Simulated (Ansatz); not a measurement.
Starting cell, SiC (zinc blende):

```yaml
crystal:
  lattice:
    - [0.00000, 4.35634, 4.35634]
    - [2.17817, 2.17817, 4.35634]
    - [2.17817, 2.17817, 0.00000]
  atoms:
    - { symbol: C, position: [0.00000, 0.75000, 0.75000] }
    - { symbol: C, position: [0.50000, 0.75000, 0.75000] }
    - { symbol: Si, position: [0.00000, 0.00000, 0.00000] }
    - { symbol: Si, position: [0.50000, 0.00000, 0.00000] }
```

The atoms are displaced by Q × the pattern below (from a DFPT mode at X = (0.5, 0.5, 0.0), largest move 1; Q in Å), at fixed cell. (q is in reciprocal vectors of the primitive cell; the cell shown is doubled to hold the pattern.)

| atom | x | y | z |
|---|---|---|---|
| C1 | 0.000 | 0.000 | 1.000 |
| C2 | 0.000 | 0.000 | -1.000 |

Atoms not listed stay in place.

Level of theory: r2SCAN (plane waves to 500 eV, PAW, scalar-relativistic; Ansatz, a program for electronic structure). k mesh 13×13×13 (Γ-centred), Fermi-Dirac smearing 0.05 eV. SiC was relaxed with its symmetry unable to fall. 

```csv
Q (Å),−dE/dQ from forces (eV/Å)
-0.100,6.096
-0.083,5.092
-0.067,4.081
-0.050,3.065
-0.033,2.045
-0.017,1.024
0.000,0.000
0.017,-1.024
0.033,-2.045
0.050,-3.065
0.067,-4.081
0.083,-5.092
0.100,-6.096
```

What harmonic wavenumber does the curvature at Q = 0 give?

834 cm⁻¹. E″ = 61.42 eV/Å², M = Σ mᵢ|uᵢ|² = 24.0 u, ν̃ = 521.5·√(|E″|/M).

(For displaced atoms, the force is minus the slope of the energy, and its curvature is a force constant, which sets phonon frequencies.)
